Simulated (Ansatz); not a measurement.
The following input was run with Ansatz 0.2.0.

```yaml
crystal:
  lattice:
    - [2.8557741595, 0.0, 0.0]
    - [-1.4278870797, 2.4731729696, 0.0]
    - [0.0, 0.0, 9.86285972]
  atoms:
    - { symbol: Re, position: [0.33333333, 0.66666667, 0.60834981] }
    - { symbol: Re, position: [0.66666667, 0.33333333, 0.10834981] }
    - { symbol: Re, position: [0.66666667, 0.33333333, 0.39165019] }
    - { symbol: Re, position: [0.33333333, 0.66666667, 0.89165019] }
    - { symbol: C, position: [0.33333333, 0.66666667, 0.25] }
    - { symbol: C, position: [0.66666667, 0.33333333, 0.75] }
basis:
  ecutwfc: 500
kpoints:
  mp_grid: { grid: [12, 12, 4] }
hamiltonian:
  xc: r2scan
scf:
  occupations: { method: gaussian, width: 0.1 }
output:
  forces: true
  stress: true
  eigenvalues: true
  write_density: true
  write_potential: true
  elf: true
  volumetric_format: npy
relax:
  adjacent_minimum: "off"
  f_tol: 0.005
  max_steps: 80
  cell: { stress_tol: 0.05 }
```

Launched with
```bash
ansatz run input.yaml --threads 2 --pin off --max-ram 5120MiB --backend cpu --events-out ev --progress --plain --runs-dir out
```

The calculation used DFT r2SCAN, scalar-relativistic, plane waves, PAW in Ansatz.

From the run's log, abridged:

```
Pseudopotentials: kind: paw
Pseudopotential: Re, paw, valence charge 15, recommended cutoff 500 eV (meta_gga)
Pseudopotential: C, paw, valence charge 4, recommended cutoff 500 eV (meta_gga)
Functional definition: r2SCAN
Crystal: 6 atoms, lattice volume = 69.660 Å³
Basis set: ecut = 500 eV, 1751 PW (Γ), exchange–correlation on 96×96×288 points (64 copies of the dense FFT grid, shifted against one another)
Bands: 41, of which v1, the nominal top of the filled ones, is band 34 counted from 1 (33 counted from 0)
Symmetry: 24 space group operations
Space group: P63/mmc (ITA 194), of the structure as read, at distance tolerance 4.1e-5 Å
k-points: 57 of 576
Initial density: superposition of atomic densities (neutral atoms: chi_scale 0, normalization atom), corrected by the library's trained network
Initial wavefunctions: pseudopotential atomic-orbital guess
Functional: x = r2scan, c = r2scan; τ floored in thin density (d = 2e-4 eV/Å³)
SCF iter   1: F=—  HF=-44026.950668 eV  |F-HF|=—  |Δ(HF+E_count)|=         —  Δρ=1.60e-2  dr2=2.00e-1  dr2_τ=5.73e-1  ethr=1.77e-3  ⟨swp⟩=5.9  Hψ=8481  notcnv=0
SCF iter   2: F=—  HF=-44027.103029 eV  |F-HF|=—  |Δ(HF+E_count)|=   1.52e-1  Δρ=7.75e-3  dr2=2.82e-2  dr2_τ=4.62e-3  ethr=2.95e-4  ⟨swp⟩=2.0  Hψ=4000  notcnv=0  defer=71
SCF iter   3: F=—  HF=-44027.114465 eV  |F-HF|=—  |Δ(HF+E_count)|=   1.14e-2  Δρ=3.10e-3  dr2=4.73e-3  dr2_τ=3.93e-4  ethr=4.15e-5  ⟨swp⟩=2.0  Hψ=3131  notcnv=0  defer=72
SCF iter   4: F=—  HF=-44027.116636 eV  |F-HF|=—  |Δ(HF+E_count)|=   2.17e-3  Δρ=4.17e-4  dr2=1.41e-4  dr2_τ=9.68e-6  ethr=6.95e-6  ⟨swp⟩=2.0  Hψ=3278  notcnv=0  defer=72
SCF iter   5: F=—  HF=-44027.116660 eV  |F-HF|=—  |Δ(HF+E_count)|=   2.33e-5  Δρ=1.20e-4  dr2=1.40e-5  dr2_τ=1.22e-6  ethr=2.08e-7  ⟨swp⟩=2.2  Hψ=3465  notcnv=0  defer=72
SCF iter   6: F=—  HF=-44027.116658 eV  |F-HF|=—  |Δ(HF+E_count)|=   1.88e-6  Δρ=2.46e-5  dr2=2.78e-7  dr2_τ=2.06e-8  ethr=2.06e-8  ⟨swp⟩=2.0  Hψ=3285  notcnv=0  defer=72
SCF iter   7: F=-44027.116658 eV  HF=-44027.116658 eV  |F-HF|=4.94e-9  |Δ(HF+E_count)|=   2.00e-7  Δρ=4.41e-6  dr2=7.56e-9  dr2_τ=2.02e-9  ethr=1.47e-10  ⟨swp⟩=13.6  Hψ=16697  notcnv=0
SCF 1 converged in 7 iterations: F = -44027.116658 eV  dr2 = 7.56e-9
relax step   1: F+E_penalty+E_count = -44027.11665809 eV  Δ(F+E_penalty+E_count) = +0.000e0 eV  max|allowed force component| = 2.593e-2 eV/Å  Δτ_max = 0.0000 Å  P = -3.476 GPa  Ω = 69.660 Å³  (7 SCF iters, dr2 threshold 1.00e-7 eV, accepted)
Crystal: 6 atoms, lattice volume = 68.176 Å³
Basis set: ecut = 500 eV, 1715 PW (Γ), exchange–correlation on 96×96×288 points (64 copies of the dense FFT grid, shifted against one another)
Initial density: handed on by an earlier stage of this run
Initial wavefunctions: those handed on with the density
SCF iter   1: F=—  HF=-44027.036158 eV  |F-HF|=—  |Δ(HF+E_count)|=         —  Δρ=2.04e-3  dr2=4.91e-3  dr2_τ=1.21e-1  ethr=6.86e-6  ⟨swp⟩=2.1  Hψ=11479  notcnv=0
SCF iter   2: F=—  HF=-44027.099605 eV  |F-HF|=—  |Δ(HF+E_count)|=   6.34e-2  Δρ=1.50e-3  dr2=2.20e-3  dr2_τ=4.50e-5  ethr=6.86e-6  ⟨swp⟩=2.0  Hψ=4257  notcnv=0
SCF iter   3: F=—  HF=-44027.099404 eV  |F-HF|=—  |Δ(HF+E_count)|=   2.01e-4  Δρ=5.02e-4  dr2=4.67e-4  dr2_τ=9.28e-5  ethr=3.24e-6  ⟨swp⟩=2.0  Hψ=3370  notcnv=0
SCF iter   4: F=—  HF=-44027.099363 eV  |F-HF|=—  |Δ(HF+E_count)|=   4.09e-5  Δρ=3.21e-4  dr2=9.68e-5  dr2_τ=7.26e-6  ethr=6.86e-7  ⟨swp⟩=2.3  Hψ=3061  notcnv=0
SCF iter   5: F=—  HF=-44027.099368 eV  |F-HF|=—  |Δ(HF+E_count)|=   5.04e-6  Δρ=8.17e-5  dr2=3.85e-6  dr2_τ=3.04e-7  ethr=1.42e-7  ⟨swp⟩=2.0  Hψ=3336  notcnv=0
SCF iter   6: F=-44027.099369 eV  HF=-44027.099369 eV  |F-HF|=2.25e-8  |Δ(HF+E_count)|=   1.25e-6  Δρ=1.32e-5  dr2=9.08e-8  dr2_τ=7.37e-9  ethr=8.82e-10  ⟨swp⟩=7.5  Hψ=16953  notcnv=0
SCF 2 converged in 6 iterations: F = -44027.099369 eV  dr2 = 9.08e-8
relax step   2: F+E_penalty+E_count = -44027.09936925 eV  Δ(F+E_penalty+E_count) = +1.729e-2 eV  max|allowed force component| = 4.695e-1 eV/Å  Δτ_max = 0.0091 Å  P = +5.380 GPa  Ω = 68.176 Å³  energy of the carried Pulay correction = +4.252e-4 eV  (6 SCF iters, dr2 threshold 6.00e-7 eV, rejected (line search))
Crystal: 6 atoms, lattice volume = 69.109 Å³
SCF iter   1: F=—  HF=-44027.089414 eV  |F-HF|=—  |Δ(HF+E_count)|=         —  Δρ=1.64e-3  dr2=4.17e-3  dr2_τ=6.92e-2  ethr=5.95e-6  ⟨swp⟩=2.1  Hψ=11620  notcnv=0
SCF iter   2: F=—  HF=-44027.123370 eV  |F-HF|=—  |Δ(HF+E_count)|=   3.40e-2  Δρ=1.06e-3  dr2=1.26e-3  dr2_τ=3.39e-5  ethr=5.95e-6  ⟨swp⟩=2.0  Hψ=4215  notcnv=0
SCF iter   3: F=—  HF=-44027.123280 eV  |F-HF|=—  |Δ(HF+E_count)|=   9.08e-5  Δρ=2.88e-4  dr2=2.43e-4  dr2_τ=2.36e-5  ethr=1.85e-6  ⟨swp⟩=2.0  Hψ=3358  notcnv=0
SCF iter   4: F=—  HF=-44027.123242 eV  |F-HF|=—  |Δ(HF+E_count)|=   3.78e-5  Δρ=1.75e-4  dr2=3.50e-5  dr2_τ=1.92e-6  ethr=3.57e-7  ⟨swp⟩=2.0  Hψ=3152  notcnv=0
SCF iter   5: F=—  HF=-44027.123239 eV  |F-HF|=—  |Δ(HF+E_count)|=   2.32e-6  Δρ=5.33e-5  dr2=2.40e-6  dr2_τ=2.75e-7  ethr=5.15e-8  ⟨swp⟩=2.0  Hψ=3235  notcnv=0
SCF iter   6: F=—  HF=-44027.123241 eV  |F-HF|=—  |Δ(HF+E_count)|=   1.25e-6  Δρ=1.13e-5  dr2=6.49e-8  dr2_τ=2.78e-9  ethr=3.53e-9  ⟨swp⟩=2.0  Hψ=3342  notcnv=0
SCF iter   7: F=—  HF=-44027.123241 eV  |F-HF|=—  |Δ(HF+E_count)|=   3.98e-8  Δρ=1.61e-6  dr2=1.77e-9  dr2_τ=2.03e-10  ethr=9.54e-11  ⟨swp⟩=2.1  Hψ=4061  notcnv=0
SCF iter   8: F=—  HF=-44027.123241 eV  |F-HF|=—  |Δ(HF+E_count)|=  5.17e-10  Δρ=7.80e-7  dr2=4.82e-10  dr2_τ=2.79e-11  ethr=2.60e-12  ⟨swp⟩=2.5  Hψ=3753  notcnv=0
SCF iter   9: F=-44027.123241 eV  HF=-44027.123241 eV  |F-HF|=0.00e0  |Δ(HF+E_count)|=  6.55e-11  Δρ=1.78e-7  dr2=1.92e-11  dr2_τ=1.67e-12  ethr=1.00e-12  ⟨swp⟩=5.0  Hψ=12033  notcnv=0
SCF 3 converged in 9 iterations: F = -44027.123241 eV  dr2 = 1.92e-11
relax step   3: F+E_penalty+E_count = -44027.12324074 eV  Δ(F+E_penalty+E_count) = -6.583e-3 eV  max|allowed force component| = 3.180e-2 eV/Å  Δτ_max = 0.0013 Å  P = -0.229 GPa  Ω = 69.109 Å³  energy of the carried Pulay correction = +1.567e-4 eV  (9 SCF iters, accepted)
Crystal: 6 atoms, lattice volume = 69.074 Å³
SCF iter   1: F=—  HF=-44027.123243 eV  |F-HF|=—  |Δ(HF+E_count)|=         —  Δρ=1.18e-4  dr2=1.58e-5  dr2_τ=1.70e-4  ethr=3.79e-8  ⟨swp⟩=2.0  Hψ=10178  notcnv=0
SCF iter   2: F=—  HF=-44027.123312 eV  |F-HF|=—  |Δ(HF+E_count)|=   6.87e-5  Δρ=7.06e-5  dr2=5.29e-6  dr2_τ=9.17e-8  ethr=2.32e-8  ⟨swp⟩=2.0  Hψ=4055  notcnv=0
SCF iter   3: F=—  HF=-44027.123311 eV  |F-HF|=—  |Δ(HF+E_count)|=   5.52e-7  Δρ=3.81e-5  dr2=1.16e-6  dr2_τ=1.62e-7  ethr=7.78e-9  ⟨swp⟩=2.0  Hψ=3366  notcnv=0
SCF iter   4: F=-44027.123311 eV  HF=-44027.123311 eV  |F-HF|=6.84e-8  |Δ(HF+E_count)|=   2.11e-7  Δρ=1.31e-5  dr2=1.23e-7  dr2_τ=3.93e-9  ethr=2.20e-10  ⟨swp⟩=7.0  Hψ=15233  notcnv=0
SCF 4 converged in 4 iterations: F = -44027.123311 eV  dr2 = 1.23e-7
relax step   4: F+E_penalty+E_count = -44027.12331083 eV  Δ(F+E_penalty+E_count) = -7.009e-5 eV  max|allowed force component| = 6.569e-3 eV/Å  Δτ_max = 0.0004 Å  P = -0.010 GPa  Ω = 69.074 Å³  energy of the carried Pulay correction = +1.668e-4 eV  (4 SCF iters, dr2 threshold 1.50e-7 eV, accepted)
Crystal: 6 atoms, lattice volume = 69.073 Å³
SCF iter   1: F=—  HF=-44027.123310 eV  |F-HF|=—  |Δ(HF+E_count)|=         —  Δρ=2.52e-5  dr2=9.45e-7  dr2_τ=8.92e-6  ethr=2.00e-9  ⟨swp⟩=2.0  Hψ=9104  notcnv=0
SCF iter   2: F=—  HF=-44027.123313 eV  |F-HF|=—  |Δ(HF+E_count)|=   2.52e-6  Δρ=1.49e-5  dr2=3.65e-7  dr2_τ=4.41e-9  ethr=1.39e-9  ⟨swp⟩=2.0  Hψ=3742  notcnv=0
SCF iter   3: F=—  HF=-44027.123313 eV  |F-HF|=—  |Δ(HF+E_count)|=   4.62e-8  Δρ=7.74e-6  dr2=4.32e-8  dr2_τ=7.60e-9  ethr=5.36e-10  ⟨swp⟩=2.0  Hψ=3341  notcnv=0
SCF iter   4: F=—  HF=-44027.123313 eV  |F-HF|=—  |Δ(HF+E_count)|=   6.58e-9  Δρ=4.10e-6  dr2=1.28e-8  dr2_τ=5.17e-10  ethr=6.35e-11  ⟨swp⟩=2.0  Hψ=2851  notcnv=0
SCF iter   5: F=-44027.123313 eV  HF=-44027.123313 eV  |F-HF|=7.28e-12  |Δ(HF+E_count)|=   2.82e-9  Δρ=6.86e-7  dr2=2.38e-10  dr2_τ=1.88e-11  ethr=3.97e-12  ⟨swp⟩=5.9  Hψ=13549  notcnv=0
SCF 5 converged in 5 iterations: F = -44027.123313 eV  dr2 = 2.38e-10
relax step   5: F+E_penalty+E_count = -44027.12331279 eV  Δ(F+E_penalty+E_count) = -1.957e-6 eV  max|allowed force component| = 1.384e-4 eV/Å  Δτ_max = 0.0001 Å  P = -0.001 GPa  Ω = 69.073 Å³  energy of the carried Pulay correction = +1.670e-4 eV  (5 SCF iters, dr2 threshold 2.70e-9 eV, accepted)
Initial wavefunctions: pseudopotential atomic-orbital guess (no wavefunctions were taken with the density)
SCF iter   1: F=—  HF=-44027.123150 eV  |F-HF|=—  |Δ(HF+E_count)|=         —  Δρ=1.92e-5  dr2=3.11e-8  dr2_τ=3.21e-7  ethr=3.47e-8  ⟨swp⟩=4.1  Hψ=15755  notcnv=0
SCF iter   2: F=—  HF=-44027.123151 eV  |F-HF|=—  |Δ(HF+E_count)|=   5.07e-7  Δρ=9.81e-6  dr2=8.02e-9  dr2_τ=6.77e-9  ethr=4.58e-11  ⟨swp⟩=2.5  Hψ=4307  notcnv=0
SCF iter   3: F=—  HF=-44027.123151 eV  |F-HF|=—  |Δ(HF+E_count)|=   9.95e-9  Δρ=8.26e-7  dr2=8.57e-11  dr2_τ=1.29e-10  ethr=1.18e-11  ⟨swp⟩=2.0  Hψ=4210  notcnv=0
SCF iter   4: F=-44027.123151 eV  HF=-44027.123151 eV  |F-HF|=2.91e-11  |Δ(HF+E_count)|=  1.16e-10  Δρ=1.73e-7  dr2=9.56e-12  dr2_τ=1.44e-12  ethr=1.00e-12  ⟨swp⟩=6.8  Hψ=11056  notcnv=0
SCF 6 converged in 4 iterations: F = -44027.123151 eV  dr2 = 9.56e-12
SCF converged after 4 iterations
Free energy (F): -44027.123151 eV
Harris-Foulkes:  -44027.123151 eV  (|F-HF|=2.91e-11)
Internal energy: -44027.119970 eV  (E = F + TS)
E sigma→0 (E₀):  -44027.121560 eV
Entropy (-TS):   -0.003180 eV (-0.530 meV/atom)
Fermi energy:    23.019463 eV
--- Per-component energies (eV) ---
  E_band       = -328.908627
  E_kinetic    = 2349.406873
  E_local      = -3261.127668  (includes V_loc(G=0)·N_el)
  E_nonlocal   = 245.741673
  E_hartree    = 1167.149145
  E_xc         = -1645.466244
  E_vxc        = -1497.017930  (∫ρ·V_xc dr)
  E_paw        = -34956.189168  (= ΣΔE_a)
  E_vpaw       = -577.839562  (= ΣTr[D̂ρ^β])
  E_aug_tail   = -0.000131  (compensation charges beyond the density's cutoff)
  E_vtau       = 77.629754  (kinetic-family band-sum trace: ∫τ·v_τ [+ j·A + Jᵃ·Aᵃ] dr)
  E_ewald      = -7924.701420
  E_core_change = -1.933030  (= ΣΔE_core)
  E_smearing   = -0.003180  (= −TS)
--- Forces (eV/Å), atoms counted from 1 ---
  atom   1  Re     0.00000000     0.00000000     0.00010882
  atom   2  Re     0.00000000     0.00000000     0.00010882
  atom   3  Re     0.00000000     0.00000000    -0.00010882
  atom   4  Re     0.00000000     0.00000000    -0.00010882
  atom   5  C      0.00000000     0.00000000     0.00000000
  atom   6  C      0.00000000     0.00000000     0.00000000
--- Stress (GPa, compression-positive) ---
       -0.000640       0.000000       0.000000
        0.000000      -0.000640       0.000000
        0.000000       0.000000      -0.005408
  P = ⅓ Tr σ = -0.0022 GPa (-0.022 kbar)
--- Band table (eV; the first three rows and the last of 57) ---
  k-point 0: bands = ["-59.3619", "-59.3424", "-59.2761", "-59.2563", "-21.2301", "-20.8905", "-20.5159", "-20.3045", "-20.3045", "-20.2730", "-20.2730", "-20.1749", "-20.1749", "-20.1476", "-20.1427", "-20.1427", "7.7102", "8.4203", "12.8978", "14.2610", "16.7678", "17.2558", "18.5995", "18.5995", "19.3095", "19.3095", "20.0378", "20.6426", "20.6426", "20.9195", "20.9195", "21.0387", "21.0387", "21.0679", "23.3816", "23.4222", "23.4222", "23.6199", "23.6199", "24.5783", "25.7141"]
  k-point 1: bands = ["-59.3595", "-59.3459", "-59.2725", "-59.2587", "-21.1960", "-20.9708", "-20.4314", "-20.3007", "-20.3007", "-20.2788", "-20.2788", "-20.1859", "-20.1691", "-20.1691", "-20.1466", "-20.1466", "7.7994", "8.2975", "13.1012", "14.0558", "16.8483", "17.2066", "18.6717", "18.6717", "19.1511", "19.1511", "20.1418", "20.6796", "20.6796", "20.8824", "20.9683", "20.9683", "21.2273", "21.2273", "22.6889", "22.6889", "23.5894", "24.3158", "24.3158", "24.4285", "25.5217"]
  k-point 2: bands = ["-59.3532", "-59.3532", "-59.2651", "-59.2651", "-21.1008", "-21.1008", "-20.2913", "-20.2913", "-20.2907", "-20.2907", "-20.2907", "-20.2907", "-20.1569", "-20.1569", "-20.1569", "-20.1569", "8.0322", "8.0322", "13.5780", "13.5780", "17.0401", "17.0401", "18.8753", "18.8753", "18.8753", "18.8753", "20.4749", "20.4749", "20.8128", "20.8128", "20.8128", "20.8128", "21.8921", "21.8921", "21.8921", "21.8921", "24.0368", "24.0368", "25.0112", "25.0112", "25.0112"]
  k-point 56: bands = ["-59.2547", "-59.2547", "-59.2358", "-59.2358", "-20.9607", "-20.9607", "-20.8937", "-20.8937", "-20.8634", "-20.8634", "-20.5987", "-20.5987", "-20.4958", "-20.4958", "-20.2891", "-20.2891", "10.5993", "10.5993", "15.3408", "15.3408", "16.2303", "16.2303", "17.0015", "17.0015", "18.4813", "18.4813", "18.8380", "18.8380", "20.4262", "20.4262", "21.3145", "21.3145", "22.6640", "22.6640", "24.8723", "24.8723", "25.7980", "25.7980", "26.5456", "26.5456", "27.8661"]
--- Relaxed structure (5 steps of the walk, 4 accepted, 1 SCFs on fresh bases) ---
  F+E_penalty+E_count = -44027.12315056 eV   max|allowed force component| = 1.088e-4 eV/Å   (the final SCF, on the basis selected at the relaxed cell)
  cell:  # Å, volume = 69.0730 Å³
    - [2.84673217, 0.0, 0.0]
    - [-1.42336608, 2.46534237, 0.0]
    - [0.0, 0.0, 9.84202052]
  atoms:
    - { symbol: Re, position: [0.33333333, 0.66666666, 0.60826891] }
    - { symbol: Re, position: [0.66666666, 0.33333333, 0.10826891] }
    - { symbol: Re, position: [0.66666666, 0.33333333, 0.39173108] }
    - { symbol: Re, position: [0.33333333, 0.66666666, 0.89173108] }
    - { symbol: C, position: [0.33333333, 0.66666666, 0.25] }
    - { symbol: C, position: [0.66666666, 0.33333333, 0.75] }
```

The relaxation met its thresholds.

Time: 94 s on 2 threads of Intel(R) Xeon(R) Processor @ 2.50GHz (Skylake/Cascade Lake) (shared host), peak memory 0.67 GiB.

Spin–orbit coupling is left out, which can shift energies with elements as heavy as these.